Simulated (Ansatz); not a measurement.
**Zone-centre phonons of TiOs: input and output**

The calculation used Ansatz, DFT LDA, scalar-relativistic, plane waves, PAW.

Launched with:
```bash
ansatz run input.yaml --threads 1 --pin off --max-ram 3072MiB --backend cpu --events-out ev --progress --plain --runs-dir out
```

Input (bare energies are in eV):
```yaml
crystal:
  lattice:
    - [3.0397729287, 0.0, 0.0]
    - [0.0, 3.0397729287, 0.0]
    - [0.0, 0.0, 3.0397729287]
  atoms:
    - { symbol: Ti, position: [0.5, 0.5, 0.5] }
    - { symbol: Os, position: [0.0, 0.0, 0.0] }
basis:
  ecutwfc: 420
kpoints:
  mp_grid: { grid: [14, 14, 14] }
hamiltonian:
  xc: lda
scf:
  occupations: { method: fermi_dirac, width: 0.15 }
output:
  eigenvalues: true
phonons:
  method: dfpt
  eigenvectors: true
```

Results section of the output:
```
--- Phonons (Γ-DFPT): 2 representative perturbations + reference, on 288 of 2744 k-points (Σ response iterations 6) ---
  k mesh reduced under 8 symmetry operations, with k and −k counted as one. Each operation leaves every solved perturbation unchanged. A smaller set is not used because it would not reduce the number of displacements ...
  ASR residual: 4.146e-4 → 0.000e0 eV/Å²; symmetrization residual: 3.389e-6 eV/Å²
  ASR residual per site (eV/Å²): 4.15e-4 3.15e-4
  Γ frequencies (cm⁻¹): 0.00 0.00 0.00 235.68 235.68 235.68
  non-analytic LO–TO correction: not included (Born effective charges unavailable; polar crystals: no LO–TO splitting at Γ)
```

The run took 45 s on 1 thread of Arm Neoverse V1, on a shared host, peak memory 0.74 GiB.

In a metal, frequencies and elastic constants depend on the k mesh and the smearing, soft modes and shear constants most. Spin–orbit coupling is left out, which can shift energies with elements as heavy as these.